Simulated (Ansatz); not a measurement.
# Field gradients against strain in SnTe

```
CELL_PARAMETERS angstrom
0.00000 3.15650 3.15650
3.15650 0.00000 3.15650
3.15650 3.15650 0.00000
ATOMIC_POSITIONS crystal
Sn 0.00000 0.00000 0.00000
Te 0.50000 0.50000 0.50000
```

Atoms are numbered in the order listed.

Conventional cell: a = 6.313 Å, b = 6.313 Å, c = 6.313 Å, α = 90.00°, β = 90.00°, γ = 90.00°. Sn (atom 1) has 6 Te at 3.16 Å as nearest neighbours. Te (atom 2) has 6 Sn at 3.16 Å as nearest neighbours.

The cell is COD entry 9008726, as deposited and not checked against the literature; nothing was relaxed.

These are results of DFT, PBEsol, all-electron PAW with datasets made for the crystal, scalar-relativistic (Ansatz 0.2.0), not measurements.

Settings: a Γ-centred 11×11×11 k mesh, Fermi–Dirac smearing of 0.08 eV, cutoff 240 eV (chosen by the program for this cell), no spin polarisation.

The strain is applied along the Cartesian axes of the cell as listed (the other components stay zero). Fractional coordinates are held (clamped ions).

The columns are Cartesian components of the electric field gradient at the nuclei, in 10²¹ V/m².

No spin–orbit coupling: at heavy atoms the gradients can be off by tens of per cent for that reason.

Only quantities that a quadratic follows smoothly over the whole series are listed; rougher ones are left out.

```csv
εzz,Vzz at Sn1,Vzz at Te2
-0.0200,-3.13,-0.79
0.0000,0.00,0.00
0.0100,1.51,0.32
0.0200,2.98,0.58
```

(1) Fit the series and give the gradient–strain slopes.

(2) One run, at εzz = -0.0100, is withheld. Predict its row.

## Answers

(1) Least-squares fits y = p0 + p1 x + p2 x² to the rows give Vzz at Sn1: p1 = 153, p2 = -190; Vzz at Te2: p1 = 34.3, p2 = -270. The slopes p1 are in 10²¹ V/m² per unit strain, for clamped ions.

(2) The fits give -1.55, -0.37; the run gave -1.55, -0.37.
